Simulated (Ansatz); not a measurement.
# 4 guesses for Zn5O and where they end

All numbers below come from DFT PBE, scalar-relativistic, plane waves, PAW in Ansatz. Settings: cutoff 420 eV, Γ-centred meshes spaced at most about 0.3 Å⁻¹, and about 0.25 Å⁻¹ or finer for metals (2π included), Gaussian smearing. Collinear spin in cells that started with moments and kept them past the coarse steps, no spin elsewhere.

Each guess was relaxed in cell and atoms at zero pressure, within the symmetry of its start. These are static total energies at zero pressure. Coordination counts Zn atoms around O (those within 1.25 times the shortest such distance or 1.15 times the sum of covalent radii, 1.27 where that leaves under three; the shortest distance is added where it exceeds 1.18 times the sum of covalent radii).

```tsv
guess	made from	start group	V start (Å³/atom)	end group	V end (Å³/atom)	coordination at the end	gap on mesh (eV)	E over the lowest end (meV/atom)
1	LiMg5 type	P-6m2	18.3	P-6m2	13.9	O 6	0	0
2	random cell	P4/mmm	16.5	?	?	?	?	?
3	random cell	P6mm	14.7	P6/mmm	22.3	O 2	0	231
4	Be5Au type	F-43m	13.8	F-43m	14.9	O 16 from 2.9 Å	0	526
```

Guess 2 as it starts:

```
CELL_PARAMETERS angstrom
5.02624 0.00000 0.00000
0.00000 5.02624 0.00000
0.00000 0.00000 3.90930
ATOMIC_POSITIONS crystal
Zn 0.28031 0.28031 0.50000
Zn 0.71969 0.71969 0.50000
Zn 0.28031 0.71969 0.50000
Zn 0.71969 0.28031 0.50000
Zn 0.00000 0.00000 0.50000
O 0.50000 0.50000 0.00000
```

Task: Fill in the missing row: what does this guess relax into, and where does it rank?

Result: It ends in space group P4/mmm (No. 123), with a = 6.058 Å, c = 2.868 Å, 17.5 Å³/atom and no gap. It lies 0.38 eV/atom over the lowest end, above guess 3 and below guess 4. Counting Zn atoms around O, this end has O 8 from 2.4 Å and the lowest (guess 1) has O 6.

```yaml
crystal:
  lattice:
    - [6.05787, 0.00000, 0.00000]
    - [0.00000, 6.05787, 0.00000]
    - [0.00000, 0.00000, 2.86754]
  atoms:
    - { symbol: Zn, position: [0.27998, 0.27998, 0.50000] }
    - { symbol: Zn, position: [0.72002, 0.72002, 0.50000] }
    - { symbol: Zn, position: [0.27998, 0.72002, 0.50000] }
    - { symbol: Zn, position: [0.72002, 0.27998, 0.50000] }
    - { symbol: Zn, position: [0.00000, 0.00000, 0.50000] }
    - { symbol: O, position: [0.50000, 0.50000, 0.00000] }
```

Formation energies are uncorrected and refer to the elements' standard structures at the same level (O₂ as a molecule).

Task: Is the lowest end bound against the elements?

Result: Yes: its formation energy is −0.28 eV/atom. A negative formation energy is needed for stability but isn't enough: competing phases decide.

A magnetic state wasn't ruled out in cells without spin, among them P-6m2. Cells relaxed within their symmetry can be saddle points. A lower structure may well exist outside this small set. Some types were kept out of the candidates beforehand, so the set may lack a known form.
